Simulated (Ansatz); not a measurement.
**PbSe (rock salt), γ-surface**

Generalised stacking fault of PbSe (rock salt) on the {100} plane. The cell below holds the perfect crystal with the plane normal along z; tilting its third vector by the shift puts one fault into each cell, between planes 3.09 Å apart, at fixed cell height.

```yaml
crystal:
  lattice:
    - [4.36852, 0.00000, 0.00000]
    - [0.00000, 4.36852, 0.00000]
    - [2.18426, 2.18426, 9.26703]
  atoms:
    - { symbol: Se, position: [0.00000, 0.00000, 0.83333] }
    - { symbol: Se, position: [0.33333, 0.33333, 0.16667] }
    - { symbol: Se, position: [0.66667, 0.66667, 0.50000] }
    - { symbol: Pb, position: [0.50000, 0.50000, 0.83333] }
    - { symbol: Pb, position: [0.83333, 0.83333, 0.16667] }
    - { symbol: Pb, position: [0.16667, 0.16667, 0.50000] }
```

In-plane vectors a = (4.369, 0.000) Å, b = (0.000, 4.369) Å, area 19.08 Å². The shift is x·a + y·b, and the map repeats with period 1 in x and y. The shift is rigid: no atom relaxes. γ = [E(shift) − E(0)] / area.

All values below come from r2SCAN (plane waves to 500 eV, PAW, scalar-relativistic; Ansatz, a quantum-chemistry and plane-wave program). k mesh 7×7×7 (Γ-centred), Fermi-Dirac smearing 0.05 eV. E is the zero-smearing estimate. Stress and pressure are positive under compression. As the smearing reaches across the gap at some points, the k mesh leaves noise in γ, roughly 0.02 J/m² as judged from a few cases. Faults lie only 9.3 Å apart, and holding the cell height and the atoms raises γ above its relaxed value. PbSe was relaxed with its symmetry unable to fall. Spin-orbit coupling is left out, though Pb is heavy. γ is measured from zero shift.

γ (J/m²), with x across and y down:

```
y \ x  0.000  0.167  0.333  0.500  0.667  0.833
-----  -----  -----  -----  -----  -----  -----
0.000   0.00   0.11   0.33   0.43   0.33   0.11
0.167   0.11   0.23   0.46   0.57   0.46   0.23
0.333   0.33   0.46   0.75   0.89   0.75   0.46
0.500   0.43   0.57   0.89   1.04   0.89   0.57
0.667   0.33   0.46   0.75   0.89   0.75   0.46
0.833   0.11   0.23   0.46   0.57   0.46   0.23
```

σ normal to the fault (GPa), with x across and y down:

```csv
y \ x,0.000,0.167,0.333,0.500,0.667,0.833
0.000,0.0,-0.4,-1.2,-1.6,-1.2,-0.4
0.167,-0.4,-0.6,-0.7,-0.8,-0.7,-0.6
0.333,-1.2,-0.7,0.5,0.9,0.5,-0.7
0.500,-1.6,-0.8,0.9,1.5,0.9,-0.8
0.667,-1.2,-0.7,0.5,0.9,0.5,-0.7
0.833,-0.4,-0.6,-0.7,-0.8,-0.7,-0.6
```

What the scan shows:

Local minima besides zero shift: no grid point is one
Highest γ on the easiest grid path from zero shift to a (an upper estimate of the barrier on so coarse a grid): 0.43 J/m²
Lowest place on the grid: x = 0.000, y = 0.000 (0.00 J/m²)
Highest place on the grid: x = 0.500, y = 0.500 (1.04 J/m²)

The 36 points together took roughly 40 core-minutes.

(The slope of γ gives the shear force per area between the displaced halves; near zero shift its curvature is an elastic stiffness.)
